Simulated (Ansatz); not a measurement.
Space group P4/mmm (No. 123). a = 3.252 Å, b = 3.252 Å, c = 13.047 Å, α = 90.00°, β = 90.00°, γ = 90.00°
```csv
atom,site,symmetry,x,y,z
Sc,2g,4mm,0.0000,0.0000,0.6434
Sc,2h,4mm,0.5000,0.5000,0.8224
Sc,1a,4/mmm,0.0000,0.0000,0.0000
Al,1d,4/mmm,0.5000,0.5000,0.5000
```

Equation of state of this Sc5Al structure (not necessarily the ground state), with shape and atoms relaxed at each volume where symmetry leaves them free. It has no gap at any of these volumes. Level of theory: DFT PBE, scalar-relativistic, plane waves, PAW in Ansatz.

Settings: cutoff 420 eV, Γ-centred mesh 12×12×4 on the computed 6-atom cell, Gaussian smearing of 0.10 eV; no spin polarisation.

```json
{"V (Å³/atom)": "20.234", "E − E(largest V) (meV/atom)": "35.06", "P (GPa)": "9.23"}
{"V (Å³/atom)": "20.924", "E − E(largest V) (meV/atom)": "1.55", "P (GPa)": "6.45"}
{"V (Å³/atom)": "21.613", "E − E(largest V) (meV/atom)": "-20.69", "P (GPa)": "4.01"}
{"V (Å³/atom)": "22.303", "E − E(largest V) (meV/atom)": "-33.04", "P (GPa)": "1.87"}
{"V (Å³/atom)": "22.993", "E − E(largest V) (meV/atom)": "-36.76", "P (GPa)": "0.01"}
{"V (Å³/atom)": "23.683", "E − E(largest V) (meV/atom)": "-32.97", "P (GPa)": "-1.63"}
{"V (Å³/atom)": "24.373", "E − E(largest V) (meV/atom)": "-22.60", "P (GPa)": "-3.04"}
{"V (Å³/atom)": "25.292", "E − E(largest V) (meV/atom)": "0.00", "P (GPa)": "-4.68"}
```

**Question.** Fit a third-order Birch–Murnaghan equation, E = E0 + (9V0B0/16)·[(x − 1)³B0' + (x − 1)²(6 − 4x)] with x = (V0/V)^(2/3), to E(V).

**Answer.** V0 = 22.97 Å³/atom, B0 = 58 GPa, B0' = 3.5.

Spin polarisation was left out, and a magnetic state may lie lower.

The cell was found from a structure generator's guess, not taken from experiment.
